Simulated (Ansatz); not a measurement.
Deforming LuSe

```
Lu Se
1.0
     0.00000    2.78800    2.78800
     2.78800    0.00000    2.78800
     2.78800    2.78800    0.00000
Lu Se
1 1
Direct
  0.00000 0.00000 0.00000
  0.50000 0.50000 0.50000
```

Atoms are numbered in the order listed.

The cell is COD entry 1538176, as deposited and not checked against the literature; nothing was relaxed.

No spin–orbit coupling, which matters for the heavy atoms here.

All numbers below come from Ansatz 0.2.0, DFT, PBEsol, all-electron LAPW, scalar-relativistic.

Sampling and basis: a Γ-centred 9×9×9 k mesh, Fermi–Dirac smearing of 0.02 eV, basis error target 1 meV/atom, no spin polarisation.

The unchanged cell is at -1.17 GPa.

In a metal, stresses and small energies carry noise from the k mesh.

x, y and z are the Cartesian axes of the cell as listed; fractional coordinates follow a strain, and an engineering shear is twice the off-diagonal strain component.

Question: With this change (equal xy, yz and zx engineering shear strains of -2 %), what becomes of the energy and stress?

Answer: Energy change under 1 meV/atom; stress change (xx, yy, zz, yz, xz, xy) 0.01, 0.01, 0.01, 0.14, 0.14, 0.14 GPa, compression positive.

Question: With this change (equal xy, yz and zx engineering shear strains of -1 %), what becomes of the energy and stress?

Answer: Energy change under 1 meV/atom; stress change (xx, yy, zz, yz, xz, xy) -0.01, -0.01, -0.01, -0.05, -0.05, -0.05 GPa, compression positive.

Question: With this change (equal xy, yz and zx engineering shear strains of +1 %), what becomes of the energy and stress?

Answer: Energy change under 1 meV/atom; stress change (xx, yy, zz, yz, xz, xy) 0.01, 0.01, 0.01, 0.03, 0.03, 0.03 GPa, compression positive.

Question: With this change (equal xy, yz and zx engineering shear strains of +2 %), what becomes of the energy and stress?

Answer: Energy change under 1 meV/atom; stress change (xx, yy, zz, yz, xz, xy) 0.02, 0.02, 0.02, -0.01, -0.01, -0.01 GPa, compression positive.
